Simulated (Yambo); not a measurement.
Yambo run on WO3 (space group P4/nmm, No. 129). The wavefunctions come from this Quantum ESPRESSO step (PBEsol, PseudoDojo standard norm-conserving files, scalar-relativistic):

```
&CONTROL
  calculation = 'nscf'
  pseudo_dir = './pseudo'
  outdir = './out'
/
&SYSTEM
  ibrav = 0
  nat = 8
  ntyp = 2
  ecutwfc = 84.0
  ecutrho = 336.0
  occupations = 'fixed'
  force_symmorphic = .true.
  nbnd = 219
/
&ELECTRONS
  conv_thr = 8e-09
  diago_full_acc = .true.
  diago_thr_init = 1e-08
/
ATOMIC_SPECIES
O 15.9990 O.upf
W 183.8400 W.upf
CELL_PARAMETERS angstrom
  5.325000000000   0.000000000000   0.000000000000
  0.000000000000   5.325000000000   0.000000000000
  0.000000000000   0.000000000000   3.944490000000
ATOMIC_POSITIONS crystal
O   0.500000000000   0.000000000000   0.489180000000
O   0.000000000000   0.500000000000   0.510820000000
O   0.250000000000   0.250000000000   0.000000000000
O   0.250000000000   0.750000000000   0.000000000000
O   0.750000000000   0.750000000000   0.000000000000
O   0.750000000000   0.250000000000   0.000000000000
W   0.500000000000   0.000000000000   0.934820000000
W   0.000000000000   0.500000000000   0.065180000000
K_POINTS automatic
2 2 4 0 0 0
```

Yambo input:

```
rim_cut
gw0
dyson
el_el_corr
HF_and_locXC
ppa
em1d
RandQpts= 1000000
RandGvec= 1 Ry
EXXRLvcs= 84 Ry
VXCRLvcs= 336 Ry
Chimod= "HARTREE"
% BndsRnXp
 3 | 217 |
%
NGsBlkXp= 8 Ry
% LongDrXp
 1.0 | 1.0 | 1.0 |
%
PPAPntXp= 27.2114 eV
% GbndRnge
 1 | 217 |
%
GTermKind= "BG"
DysSolver= "n"
ExtendOut
% QPkrange
 1 | 1 | 32 | 33 |
 3 | 3 | 32 | 33 |
 4 | 4 | 32 | 33 |
 6 | 6 | 32 | 33 |
 7 | 7 | 32 | 33 |
 9 | 9 | 32 | 33 |
%
```

k points by index: 1 = Γ, 3 = Z, 4 = X, 6 = R, 7 = M, 9 = A.

Table of the .qp output:

```
#    K-point    Band    Eo [eV]    E [eV]    E-Eo [eV]    Vxc [eV]    Vnlxc [eV]    Sc|Eo [eV]    Sc|E [eV]    dSc/dw|Eo [eV]    Re(Z)    Im(Z)
#
    1    32    -0.007712    -0.232975    -0.225264    -20.42620    -25.56912    4.844981    4.917655    -8.773318    0.756190    -0.001498
    1    33    0.577351    1.487234    0.909883    -16.38440    -10.98034    -4.281587    -4.494185    -6.357365    0.810615    -0.001159
    3    32    0.000000    -0.223791    -0.223791    -20.44244    -25.58491    4.846476    4.918680    -8.773932    0.756177    -0.001497
    3    33    0.593558    1.503867    0.910308    -16.37309    -10.95676    -4.293335    -4.506028    -6.357238    0.810618    -0.001159
    4    32    -0.794408    -1.091065    -0.296657    -19.66986    -24.89083    4.828918    4.924315    -8.740270    0.756874    -0.003294
    4    33    3.077924    4.075442    0.997518    -18.10527    -12.93857    -3.901603    -4.169174    -7.298029    0.788517    -0.001688
    6    32    -0.607992    -0.882940    -0.274949    -19.90208    -24.91380    4.647849    4.736770    -8.787967    0.755866    -0.003783
    6    33    3.400430    4.349766    0.949335    -18.03177    -12.40532    -4.377991    -4.677110    -8.561900    0.760561    -0.008775
    7    32    -1.392286    -1.700233    -0.307947    -19.81856    -24.86249    4.638153    4.735977    -8.620271    0.759352    -0.007330
    7    33    1.608061    2.570842    0.962781    -17.04883    -12.17154    -3.677373    -3.914516    -6.701793    0.802382    -0.001245
    9    32    -0.310505    -0.557615    -0.247109    -20.22053    -25.13766    4.589595    4.670022    -8.850952    0.754561    -0.001687
    9    33    3.853978    5.000972    1.146994    -19.00705    -13.47291    -4.064635    -4.387138    -7.650377    0.780549    -0.001280
```
(The two width columns are left out.) Convergence of these settings isn't established.

Spin-orbit coupling is not included.

Geometry of the Materials Project entry, not relaxed at this level.
